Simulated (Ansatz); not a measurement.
According to plane-wave PAW PBE (Ansatz code), AlPt in the rock salt structure (Fm-3m) relaxes to a = 5.135 Å. Pt has 6 nearest neighbours from 2.57 Å (octahedral); Al has 6 nearest neighbours from 2.57 Å (octahedral). Its formation energy from the elements is -0.60 eV/atom, with no fitted shifts.

Electronic character: metallic (no gap). Gap from PBE with spin–orbit coupling: none (metallic).

The bulk modulus is 135 GPa.

The start of the workflow was typed in or built on a structure type; neither database checked (COD, Materials Project) lists it. Its standing as an ambient phase is unchecked. The cell was relaxed with PBE under the symmetry of its start; its stability against distortions is not shown here. The run is not spin-polarised. The references are the lowest solids computed at this level, not always the standard phases. Scalar-relativistic: spin–orbit coupling is off unless named, which matters more the heavier the elements.

Potentials: the earlier of the program's two PAW sets.
